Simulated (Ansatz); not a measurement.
A plane-wave DFT run in Ansatz 0.2.0 (scalar-relativistic PAW potentials unless the input names others): input and command.

```yaml
crystal:
  lattice:
    - [4.573761225, 0.0, 0.0]
    - [-2.2868806125, 3.9609934117, 0.0]
    - [0.0, 0.0, 3.3782297549]
  atoms:
    - { symbol: As, position: [0.3333333333, 0.6666666667, 0.5] }
    - { symbol: As, position: [0.6666666667, 0.3333333333, 0.5] }
    - { symbol: Se, position: [0.0, 0.0, 0.0] }
basis:
  ecutwfc: 420
kpoints:
  mp_grid: { grid: [12, 12, 14] }
hamiltonian:
  xc: pbe
scf:
  max_iter: 75
output:
  forces: true
  eigenvalues: true
  stress: true
```

```bash
ansatz run input.yaml --threads 1 --pin off --max-ram 2560MiB --backend cpu --events-out ev --progress --plain --runs-dir out
```

Problem. Will this input run?

Solution. The program refuses it, because of no occupation method (scf.occupations: {"method": "gaussian", "width": 0.1} → not typed). With the sound run's settings it is accepted.

Abridged log:
```
Error: YAML parse error: `scf.occupations.method` is required: fixed only where the cell keeps a band gap throughout the run, explicit beside scf.occupations.values (under evaluate: without them), else a smearing such as fermi_dirac (scf.occupations.width is optional; its entry in the input reference gives the default)
```